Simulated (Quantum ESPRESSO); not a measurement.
## Band energies of Pb

```
CELL_PARAMETERS angstrom
      0.00000     2.49476     2.49476
      2.49476     0.00000     2.49476
      2.49476     2.49476     0.00000
ATOMIC_POSITIONS crystal
  Pb 0.00000 0.00000 0.00000
```

PBEsol (Quantum ESPRESSO, PseudoDojo norm-conserving, 62 Ry, no spin-orbit coupling); path ΓXWKΓLUWLK,UX; energies in eV from the Fermi level.

| k (1/Å) | point | band 3 | band 4 | band 5 | band 6 | band 7 | band 8 | band 9 | band 10 |
|---|---|---|---|---|---|---|---|---|---|
| 0.00 | Γ | -17.04 | -16.91 | -16.91 | -11.65 | 7.16 | 7.16 | 7.16 | 9.70 |
| 0.63 |  | -16.90 | -16.90 | -16.86 | -10.10 | 2.08 | 3.83 | 3.83 | 7.48 |
| 1.26 | X | -16.80 | -16.75 | -16.75 | -6.81 | -3.24 | 1.97 | 1.97 | 5.25 |
| 1.89 | W | -16.99 | -16.87 | -16.75 | -6.71 | -1.38 | -1.38 | 0.23 | 10.60 |
| 2.00 |  | -16.94 | -16.87 | -16.76 | -6.75 | -1.77 | -1.11 | 0.55 | 9.73 |
| 2.33 | K | -16.85 | -16.85 | -16.79 | -6.89 | -2.27 | -1.24 | 2.87 | 6.34 |
| 2.64 |  | -16.91 | -16.88 | -16.86 | -7.94 | -1.74 | -0.58 | 4.39 | 7.40 |
| 3.26 |  | -17.00 | -16.93 | -16.89 | -10.99 | 3.18 | 4.59 | 7.23 | 9.83 |
| 3.67 | Γ | -17.04 | -16.91 | -16.91 | -11.65 | 7.16 | 7.16 | 7.16 | 9.70 |
| 3.87 |  | -17.03 | -16.91 | -16.91 | -11.50 | 5.45 | 6.97 | 6.97 | 9.35 |
| 4.56 |  | -17.03 | -16.80 | -16.80 | -8.76 | -3.22 | 5.50 | 5.50 | 8.87 |
| 4.76 | L | -17.03 | -16.79 | -16.79 | -8.16 | -4.15 | 5.39 | 5.39 | 9.16 |
| 5.20 |  | -16.94 | -16.87 | -16.80 | -7.61 | -3.27 | 1.08 | 4.00 | 7.20 |
| 5.53 | U | -16.85 | -16.85 | -16.79 | -6.89 | -2.27 | -1.24 | 2.87 | 6.34 |
| 5.87 |  | -16.94 | -16.87 | -16.76 | -6.75 | -1.77 | -1.11 | 0.55 | 9.73 |
| 5.98 | W | -16.99 | -16.87 | -16.75 | -6.71 | -1.38 | -1.38 | 0.23 | 10.60 |
| 6.42 |  | -16.93 | -16.87 | -16.79 | -7.60 | -3.25 | 1.31 | 3.17 | 8.61 |
| 6.87 | L | -17.03 | -16.79 | -16.79 | -8.16 | -4.15 | 5.39 | 5.39 | 9.16 |
| 6.95 |  | -17.03 | -16.79 | -16.79 | -8.14 | -4.12 | 5.05 | 5.31 | 8.92 |
| 7.47 |  | -16.89 | -16.88 | -16.80 | -7.21 | -2.59 | -0.58 | 3.37 | 6.69 |
| 7.64 | K | -16.85 | -16.85 | -16.79 | -6.89 | -2.27 | -1.24 | 2.87 | 6.34 |
| 7.64 | U | -16.85 | -16.85 | -16.79 | -6.89 | -2.27 | -1.24 | 2.87 | 6.34 |
| 8.08 | X | -16.80 | -16.75 | -16.75 | -6.81 | -3.24 | 1.97 | 1.97 | 5.25 |

A metal at this level: along this path bands 7, 8 cross the Fermi level.

Spin-orbit coupling is left out; for elements this heavy it splits bands near the Fermi level.

Geometry of the Materials Project entry, not relaxed at this level.
